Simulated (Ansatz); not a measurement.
## EuBi in the zincblende structure

Method: PBEsol, scalar-relativistic; collinear spin; PAW, 420 eV, 8×8×8 k-mesh, Gaussian smearing of 0.05 eV; code Ansatz. The datasets are Ansatz's generated set soft_2.

```yaml
crystal:
  lattice:
    - [0.00000, 3.63308, 3.63308]
    - [3.63308, 0.00000, 3.63308]
    - [3.63308, 3.63308, 0.00000]
  atoms:
    - { symbol: Eu, position: [0.00000, 0.00000, 0.00000] }
    - { symbol: Bi, position: [0.25000, 0.25000, 0.25000] }
```

This is a trial structure: such lanthanide and actinide compounds mostly take the rock-salt structure.

Magnetic state: ferromagnetic, site spin moments Eu 6.57; Bi -0.32 μB.

Path: Γ–X–U | K–Γ–L–W–X, with Γ = (0.000, 0.000, 0.000), X = (-0.500, -0.500, 0.000), U = (-0.375, -0.375, 0.250), K = (-0.375, 0.000, 0.375), L = (0.000, 0.000, 0.500), W = (-0.500, -0.250, 0.250) in reciprocal vectors of the calculation's cell.

**Question.** Is it a metal or an insulator, and if it has a gap, where are the band edges on this path?

**Answer.** A metal: bands cross the Fermi level.

Bands as a text map, energy in eV from the Fermi level (dashes), each leg drawn with the same width, + spin up, o spin down, # both:
```
  4.86 |    oo    oooooo ++o+      oo#oooo  oo      o   
  4.57 |oooo# ooooo     + +ooooooooo  ++++++++#####ooooo
  4.29 |ooooo#ooooooo#####ooooooooo#ooooo#o##oooooo#oooo
  4.00 |oo  #o#oo####+    o# oooooooo+###oooo######o##oo
  3.71 |oooooo +++  oooo oo#  ooo   +ooooooooo     +++++
  3.43 | o #++++++++#oooo#+oooo  ooo#o  ooooo######+++++
  3.14 |++#+  oooooo ++++ o##++++  #o+####+++      ooooo
  2.86 | ++   +++++++    ++ #+   ++++ ++++o  +++++++++++
  2.57 |  #o             o++      #       +o            
  2.29 |   +o           o+   #   +         +o           
  2.00 | #  +oo   oooooo+        o          +oooooooo   
  1.71 |#    ++oo#++++++      ###            ++++++++#oo
  1.43 |       ++                                     ++
  1.14 |                                                
  0.86 |                                                
  0.57 |                                                
  0.29 |     ++++++++++++                   ++++++++++++
  0.00 |+++++-ooooo###oo-+++++++++++++++++++--oooo###ooo
 -0.29 |+++###+++###++++####+++++++###########++++++##++
 -0.57 |###+++++++++####++#########++++++##+++++++##++++
 -0.86 | ++             ##   #   #         ##++++#      
 -1.14 |  o+             #  #     ##        +####       
 -1.43 |   o#        +### ##        ##++++##o    ##     
 -1.71 |     ########o                oooo         #####
 -2.00 |                                                
 -2.29 |                                                
 -2.57 |                                                
 -2.86 |                                                
        Γ      X      UK       Γ       L       W       X
```

Without a U the 4f levels of Eu lie too near the Fermi level, so their share of the states there, and what hangs on it, is overstated. Spin–orbit coupling, which matters for such heavy elements, is left out. Site moments are of spin, integrated over atomic spheres. For an f⁶ shell, the formal count of Eu here, Hund's rules give L = S = 3 and J = 0, a non-magnetic ion. Spin-polarised DFT, with or without U, favours a large spin moment instead, a known failure, so moments and magnetic energies here aren't predictions. No antiparallel order was tried.
